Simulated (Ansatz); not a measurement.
## Optical constants of HfB$_{3}$

All numbers below come from Ansatz, DFT PBE, scalar-relativistic, plane waves, PAW. Plane waves to 420 eV; Γ-centred k mesh 12×12×12; Fermi-Dirac smearing of 0.15 eV. No spin polarisation.

The cell, relaxed at this level:
```
CELL_PARAMETERS angstrom
3.39202 0.00000 0.00000
0.00000 3.39202 0.00000
0.00000 0.00000 3.39202
ATOMIC_POSITIONS crystal
Hf 0.00000 0.00000 0.00000
B 0.50000 0.50000 0.00000
B 0.50000 0.00000 0.50000
B 0.00000 0.50000 0.50000
```

The cell was built by swapping an element in a database structure (itself possibly hypothetical) and relaxing; it need not be the stable form of this composition. In a metal these results depend on the k mesh and the smearing. Spin–orbit coupling is left out, which matters for heavy elements.

Independent-particle response (no local fields, no excitons) on a 20×20×20 mesh, broadened by 0.1 eV; the Drude term is undamped and its weight carries the smearing above, which sets much of it in a semimetal. The run couldn't bound its error over part or most of this range, so small peaks and near ties are unsure. Light polarised along x. ε₁ lacks the small share of bands above those solved.

(1) Tabulate ε₁ and ε₂ against photon energy.

(2) Where is the highest local maximum of ε₂ between 0.3 and 12 eV?

Results:

(1)
| E (eV) | ε₁ | ε₂ |
| --- | --- | --- |
| 0.1 | -7691.71 | 185.50 |
| 0.6 | -208.33 | 38.62 |
| 1.1 | -60.42 | 26.00 |
| 1.6 | -24.47 | 17.12 |
| 2.1 | -11.45 | 12.62 |
| 2.6 | -1.38 | 11.25 |
| 3.1 | 1.23 | 12.98 |
| 3.6 | 3.47 | 19.36 |
| 4.1 | -2.86 | 20.01 |
| 4.6 | -5.80 | 15.74 |
| 5.1 | -7.14 | 11.21 |
| 5.6 | -5.41 | 9.16 |
| 6.1 | -5.21 | 7.22 |
| 6.6 | -4.10 | 6.21 |
| 7.1 | -3.83 | 5.81 |
| 7.6 | -3.35 | 4.81 |
| 8.1 | -2.70 | 4.57 |
| 8.6 | -2.25 | 4.64 |
| 9.1 | -2.63 | 4.29 |
| 9.6 | -2.44 | 4.04 |
| 10.1 | -2.54 | 4.00 |
| 10.6 | -3.67 | 3.11 |
| 11.1 | -2.69 | 2.21 |
| 11.6 | -2.30 | 1.92 |

(2) At 3.7 eV, where ε₂ = 20.4.